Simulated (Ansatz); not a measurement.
Au (fcc (Cu type), Fm-3m) at seven volumes, plane-wave PAW r²SCAN (Ansatz code), scaled uniformly. One row is withheld.

```
V (Å³/atom)  P (GPa)
-----------  -------
15.956         18.99
16.482             ?
17.008          5.12
17.534          0.00
18.060         -4.20
18.586         -7.57
19.112        -10.18
```

**Question.** Fit the shown pressures and predict the withheld one.

**Answer.** P = (3/2)B₀(x^(7/2) − x^(5/2))[1 + (3/4)(B′ − 4)(x − 1)] with x = (V₀/V)^(2/3). Least squares on the six rows gives V₀ = 17.532 Å³/atom, B₀ = 153 GPa, B′ = 5.89. At V = 16.482, x = 1.0420 and P = 11.33 GPa. The run itself gave 11.36 GPa.

The r²SCAN relaxation kept the symmetry of its start. Spin–orbit coupling is left out wherever it is not named.

Potentials: the later of the program's two PAW sets.
